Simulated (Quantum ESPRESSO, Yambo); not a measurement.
## Levels of theory for the gap of CaZnC2O6

CaZnC$_{2}$O$_{6}$ (space group R-3, No. 148): one geometry, one set of PBEsol (Quantum ESPRESSO, PseudoDojo norm-conserving, 84 Ry, no spin-orbit coupling) orbitals, self-energies from Yambo (4×4×4 Γ-centred k mesh, bands 5 to 137 and a 6 Ry block in the screening, 137 bands in G with the Bruneval-Gonze terminator, plasmon pole fitted at 27.2 eV).

The geometry is that of Materials Project entry mp-1078391, symmetrised and not relaxed again.

| level | gap L → Z (eV) | direct gap at (0.25, 0.25, 0.25) (eV) | rough Yambo cost |
|---|---|---|---|
| PBEsol (Quantum ESPRESSO) | 3.89 | 4.89 | – |
| exchange only (Hartree-Fock self-energy on PBEsol orbitals) | 15.25 | 16.22 | about 1/20 (10 states) |
| static COHSEX@PBEsol | 7.44 | 8.61 | within a factor of two (4 states) |
| G0W0@PBEsol, plasmon pole | 6.78 | 7.80 | 1 (10 states) |

Bare exchange has no screening and gives the widest gap; static COHSEX screens it but leaves out the frequency dependence, which G0W0 restores.

Costs are rough ratios of core time on shared machines.

Convergence of the G0W0 settings was not tested. Oxides, nitrides and fluorides with a shallow 3d shell are known to need far more bands and larger blocks.

The structure is a Materials Project entry; no match was found in the copy of COD used, and its stability was not checked.
